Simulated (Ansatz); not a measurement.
W (bcc (W type)), relaxed and computed with several functionals in Ansatz (plane waves, PAW). Much of their spread follows the volume that each gives.

```tsv
functional	V (Å³/atom)	K_Hill (GPa)
PBE+D3(BJ)	15.77	319
PBE	16.13	303
LDA	15.42	335
r²SCAN+D4	15.81	?
r²SCAN	15.90	320
PBEsol	15.69	323
```

### Question
Fit a straight line to ln K against ln V and predict the withheld value.

### Answer
Least squares on the 5 shown rows: ln K = -2.09 × ln V + (11.534), with a scatter of 1 %. For r²SCAN+D4 this gives 319. The run itself gave 325, outside the scatter: the line misses something about this case.

All cells were relaxed under the symmetry of their starts (and spin orders); stability against distortions was not tested throughout. Rows with no word on spin ran without spin polarisation. Spin–orbit coupling is left out wherever it is not named.

Potentials: the later of the program's two PAW sets.

Ansatz (a first-principles code) is a plane-wave DFT program.
